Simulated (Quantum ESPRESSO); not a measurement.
## Kohn-Sham bands of TaN (P-6m2)

```yaml
crystal:
  lattice:
    - [2.93994, 0.00000, 0.00000]
    - [-1.46997, 2.54606, 0.00000]
    - [0.00000, 0.00000, 2.89018]
  atoms:
    - { symbol: Ta, position: [0.00000, 0.00000, 0.50000] }
    - { symbol: N, position: [0.66667, 0.33333, 0.00000] }
```

Structure: Materials Project mp-1459, symmetrised, not relaxed again. COD (Crystallography Open Database) has the formula in 5 space groups, this one among them (matched by group alone). Method: PBEsol plane waves in Quantum ESPRESSO 7.5 (PseudoDojo norm-conserving files, 68 Ry, spinors with spin-orbit coupling), Bloch states on a 12×12×6 mesh through Γ, Wannier90 4.0.1. Density: 12×12×10 mesh, cold smearing 0.01 Ry.

Task: List the Kohn-Sham levels between −8 and 3.0 eV relative to the Fermi level at the high-symmetry points, as a band run of pw.x on that density gives them (levels within 2 meV counted together).

Result: 
| point | k (reciprocal lattice) | levels (eV) |
|---|---|---|
| Γ | 0.000 0.000 0.000 | -4.75 (×2), -4.65 (×2), -4.35 (×2), -3.11 (×2), 2.03 (×2) |
| M | 0.500 0.000 0.000 | -5.36 (×2), -3.65 (×2), -3.31 (×2), 2.84 (×2) |
| K | 0.333 0.333 0.000 | -7.72, -7.71, -6.18, -5.60, -5.36, -5.29, -0.17, 0.14, 0.65, 0.97, 1.43, 1.55, 2.17, 2.52 |
| A | 0.000 0.000 0.500 | -3.92 (×2), -3.85 (×2), -0.50 (×2), 0.03 (×2), 2.17 (×2) |
| L | 0.500 0.000 0.500 | -7.51 (×2), -6.35 (×2), -5.82 (×2), -0.55 (×2) |
| H | 0.333 0.333 0.500 | -7.01, -6.49, -4.12, -4.02, -0.56, -0.48 |
